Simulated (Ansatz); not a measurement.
ZrS2:
```cif
data_S2Zr
_chemical_formula_sum 'Zr1 S2'
_space_group_name_H-M_alt 'P 1'
_space_group_IT_number 1
_cell_length_a 3.68035
_cell_length_b 3.68035
_cell_length_c 5.93342
_cell_angle_alpha 90.000
_cell_angle_beta 90.000
_cell_angle_gamma 120.000
loop_
_space_group_symop_operation_xyz
  'x, y, z'
loop_
_atom_site_label
_atom_site_type_symbol
_atom_site_fract_x
_atom_site_fract_y
_atom_site_fract_z
_atom_site_occupancy
Zr1 Zr 0.00000 0.00000 0.00000 1
S1 S 0.33333 0.66667 0.24241 1
S2 S 0.66667 0.33333 0.75759 1
```

Relaxed with r²SCAN+D4.

**Question.** Tabulate the valence density and the electron localisation function along the shortest Zr–S contact (2.57 Å), DFT-r²SCAN+D4 in the program Ansatz with PAW potentials.

**Answer.** 

| distance from Zr (Å) | density (e/Å³) | ELF |
|---|---|---|
| 0.26 | 3.74 | 0.32 |
| 0.38 | 4.15 | 0.64 |
| 0.51 | 3.77 | 0.80 |
| 0.64 | 2.82 | 0.83 |
| 0.77 | 1.79 | 0.77 |
| 0.90 | 1.03 | 0.57 |
| 1.03 | 0.61 | 0.32 |
| 1.15 | 0.46 | 0.26 |
| 1.28 | 0.44 | 0.40 |
| 1.41 | 0.51 | 0.65 |
| 1.54 | 0.64 | 0.80 |
| 1.67 | 0.83 | 0.85 |
| 1.80 | 1.04 | 0.85 |
| 1.92 | 1.18 | 0.80 |
| 2.05 | 1.15 | 0.64 |
| 2.18 | 0.89 | 0.34 |
| 2.31 | 0.47 | 0.07 |

The density is the valence pseudo-density with augmentation charge, so density and ELF within about 1 Å of a nucleus are not all-electron values.

Space group P-3m1 (CdI2 type). The cell was relaxed with r²SCAN+D4 under the symmetry of its start. No spin polarisation was allowed.

Potentials: the later of the program's two PAW sets.
